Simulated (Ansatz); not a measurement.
A trial structure of LiSb2 was built thus: random cell by space group and Wyckoff sites (Immm, No. 71). Its size is a rough estimate.

```cif
data_structure
_symmetry_space_group_name_H-M 'Immm'
_symmetry_Int_Tables_number 71
_cell_length_a 4.7589
_cell_length_b 7.5703
_cell_length_c 7.7422
_cell_angle_alpha 90.000
_cell_angle_beta 90.000
_cell_angle_gamma 90.000
_cell_volume 278.93
loop_
_atom_site_label
_atom_site_type_symbol
_atom_site_symmetry_multiplicity
_atom_site_Wyckoff_symbol
_atom_site_fract_x
_atom_site_fract_y
_atom_site_fract_z
_atom_site_occupancy
Li1 Li 2 d 0.50000 0.00000 0.50000 1
Sb1 Sb 4 j 0.50000 0.00000 0.29441 1
```

These are results of DFT PBE, scalar-relativistic, plane waves, PAW in Ansatz 0.2.0, not measurements. Cutoff 420 eV, Gaussian smearing, Γ-centred meshes. Cell and atoms relax first on a coarse mesh and then on a finer one. In between, the cell is made exact in the group found at 0.06 Å. In metals the finer mesh still leaves noise of several meV/atom or more. The steps can't lower the symmetry of their start. No spin polarisation.

A guess keeps its type if space group and coordination stay and the shape of the cell changes little (axis ratios within about 15 %, angles within 6°); the volume may change.

Q: Will the relaxed cell still be of the starting type?

A: It doesn't keep its type. The symmetry goes from Immm (No. 71) to I4/mmm (No. 139). The end has the MoSi2 (C11b) type. The volume per atom shrinks by 41.7 %, from 46.5 to 27.1 Å³. The shortest distance goes from 1.59 Å (Li–Sb) to 2.93 Å (Li–Sb). Counting neighbours within 15 % of an atom's shortest distance, the start has Li 2, Sb 1 and the end Li 2, Sb 5. In detail, at the end Li has 2 Sb at 2.93 Å and 8 Sb at 3.47 Å; Sb is surrounded by 1 Li at 2.93 Å and 4 Sb at 3.07 Å.

```yaml
crystal:
  lattice:
    - [-2.04778, 2.04778, 4.84821]
    - [2.04778, -2.04778, 4.84821]
    - [2.04778, 2.04778, -4.84821]
  atoms:
    - { symbol: Li, position: [0.50000, 0.50000, 0.00000] }
    - { symbol: Sb, position: [0.19737, 0.19737, 0.00000] }
    - { symbol: Sb, position: [0.80263, 0.80263, 0.00000] }
```

The last run used a 16×16×16 mesh for its 3-atom cell and Gaussian smearing of 0.10 eV. These runs have no spin–orbit coupling, which can matter for Sb. Symmetry constrained the relaxation, so the result can be a saddle point.
